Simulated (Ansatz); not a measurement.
TaAl3:
```
CELL_PARAMETERS angstrom
     -1.91780     1.91780     4.25245
      1.91780    -1.91780     4.25245
      1.91780     1.91780    -4.25245
ATOMIC_POSITIONS crystal
  Ta 0.50000 0.50000 0.00000
  Al 0.00000 0.00000 0.00000
  Al 0.75000 0.25000 0.50000
  Al 0.25000 0.75000 0.50000
```

Relaxed with r²SCAN.

Q: Map the electron localisation function on the plane through (0.500, 0.500, 0.000) spanned by u = [0, 0, 1] and v = [1, -1, 0] in lattice vectors, from plane-wave PAW r²SCAN (Ansatz code).

A: x is the fraction of u, y of v (the angle between them is 90°; rows are the nearest grid lines); atoms in the plane: Ta at (0.00, 0.00), Al at (0.00, 0.50), Al at (0.50, 0.25), Al at (0.50, 0.75).
```
|01798335789999998753389710|
|14897335799988999753379841|
|78995236899877899863259987|
|88632357875100157875323688|
|43323478851000015887432334|
|33345678730011003787654333|
|56667788730000003788776665|
|88888888730000003788888888|
|78888887741000014778888887|
|00257777776666667777775200|
|00025666677888877666652000|
|01004666677888877666640010|
|01004666677888877666640010|
|00025666677888877666652000|
|00257777776666667777775200|
|78888887741000014778888887|
|88888888730000003788888888|
|56667788730000003788776665|
|33345678730011003787654333|
|43323478851000015887432334|
|88632357875100157875323688|
|78995236899877899863259987|
|14897335799988999753379841|
|01798335789999998753389710|
```
Scale: ten equal steps from 0.011 (start of '0') to 0.733 (end of '9'), in the order '0123456789'; x runs from 0.000 to 1.00, y from 0.000 (bottom) to 1.00 (top).

The density is the valence pseudo-density with augmentation charge, so density and ELF within about 1 Å of a nucleus are not all-electron values.

Space group I4/mmm. The workflow started from an entry of the Crystallography Open Database (COD, 293 K). Its standing as an ambient phase is unchecked. The r²SCAN relaxation kept the symmetry of its start; whether a distortion lowers the energy is not shown. No spin polarisation was allowed. Spin–orbit coupling is left out wherever it is not named.

Potentials: the later of the program's two PAW sets.
